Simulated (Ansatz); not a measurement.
InGaSbAs:
```xyz
4
Lattice="4.2987 0.0000 0.0000 0.0000 4.3348 0.0000 0.0000 0.0000 6.1567" Properties=species:S:1:pos:R:3 pbc="T T T"
In     0.0000     0.0000     6.0496
As     0.0000     2.1674     4.5167
Ga     2.1494     2.1674     3.1783
Sb     2.1494     0.0000     1.6653
```

Relaxed with r²SCAN. Special points in fractions of this cell's reciprocal vectors: Γ (0.000, 0.000, 0.000); X (0.500, 0.000, 0.000); S (0.500, 0.500, 0.000); Y (0.000, 0.500, 0.000); Z (0.000, 0.000, 0.500); U (0.500, 0.000, 0.500); R (0.500, 0.500, 0.500); T (0.000, 0.500, 0.500).

**Question.** List the band energies nearest the Fermi level at these points for r²SCAN (plane waves, PAW; program Ansatz).

**Answer.** In eV from the Fermi level; about four levels below and three above (degenerate sets whole), none deeper than 8.9 eV; points with the same levels are listed once.

```csv
k,below,above
Γ,-2.76 -0.42 -0.22 -0.12,0.00 1.41 1.82
X,-3.33 -3.15 -1.55 -1.25,2.27 2.40 4.61
S,-2.85 -2.84 -2.55 -2.53,1.32 1.32 1.56
Y,-3.45 -3.08 -2.04 -0.59,1.45 3.40 4.47
Z,-2.40 -2.11 -1.49 -1.04,1.42 1.78 2.72
U,-1.49 -1.33 -1.30 -1.20,0.51 0.83 4.10
R,-3.44 -3.35 -3.25 -3.20,3.85 3.93 4.16
T,-2.01 -1.36 -1.30 -0.46,0.09 1.43 3.85
```

Space group Pmm2. The start of the workflow was typed in or built on a structure type; neither database checked (COD, Materials Project) lists it. Its standing as an ambient phase is unchecked. The r²SCAN relaxation kept the symmetry of its start; whether a distortion lowers the energy is not shown. The Fermi level of a semimetal is unsure by some 0.05 eV on such meshes. Spin–orbit coupling is left out wherever it is not named.

Potentials: the later of the program's two PAW sets.
